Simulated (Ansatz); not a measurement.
Computed with DFT PBE, scalar-relativistic, plane waves, PAW (Ansatz). All cells share a 420 eV cutoff and Γ-centred k meshes spaced about 0.3 Å⁻¹ or finer (0.25 for metals, 2π included). These runs have no spin polarisation.

These are static total energies at zero pressure.

Two forms of Cd₃CuO were relaxed alike.

A.

```yaml
crystal:
  lattice:
    - [5.09616, 0.00000, 0.00000]
    - [0.00000, 5.09616, 0.00000]
    - [0.00000, 0.00000, 3.66172]
  atoms:
    - { symbol: Cd, position: [0.50000, 0.50000, 0.50000] }
    - { symbol: Cd, position: [0.50000, 0.00000, 0.00000] }
    - { symbol: Cd, position: [0.00000, 0.50000, 0.00000] }
    - { symbol: Cu, position: [0.00000, 0.00000, 0.50000] }
    - { symbol: O, position: [0.00000, 0.00000, 0.00000] }
```

B.

```yaml
crystal:
  lattice:
    - [6.01088, 0.00000, 0.00000]
    - [-3.00544, 5.20558, 0.00000]
    - [0.00000, 0.00000, 5.78650]
  atoms:
    - { symbol: Cd, position: [0.35476, 0.17738, 0.75000] }
    - { symbol: Cd, position: [0.64524, 0.82262, 0.25000] }
    - { symbol: Cd, position: [0.82262, 0.17738, 0.75000] }
    - { symbol: Cd, position: [0.17738, 0.82262, 0.25000] }
    - { symbol: Cd, position: [0.82262, 0.64524, 0.75000] }
    - { symbol: Cd, position: [0.17738, 0.35476, 0.25000] }
    - { symbol: Cu, position: [0.66667, 0.33333, 0.25000] }
    - { symbol: Cu, position: [0.33333, 0.66667, 0.75000] }
    - { symbol: O, position: [0.00000, 0.00000, 0.50000] }
    - { symbol: O, position: [0.00000, 0.00000, 0.00000] }
```

Question: Which is lower in energy, and by how much?

Answer: They are level within the accuracy (1 meV/atom apart, with A the lower in these runs). A has space group P4/mmm (No. 123), 19.0 Å³/atom and no gap on its mesh; B has space group P6_3/mmc (No. 194), 18.1 Å³/atom and no gap. Counting Cd or Cu atoms around O (for each partner element, those within 1.25 times its shortest distance or 1.15 times the sum of covalent radii, where it is the nearest in units of that sum or under 1.3; a plus sign parts groups by distance over the sum of covalent radii), A has O 2+4 and B has O 6. Both come from trial cells of a structure search, whose lowest cell (P4mm, 17.3 Å³/atom) lies 137 meV/atom below the lower of the two.

For metals, differences of a few meV/atom aren't resolved. No Hubbard U is applied to the 3d shell of Cu. Trial moments fell under 0.15 μB along the way in P4/mmm and P6_3/mmc; another start might hold them. Cells relaxed within their symmetry can be saddle points. Some structure types and database cells were kept out of the candidates from the start, so a known form may be missing.
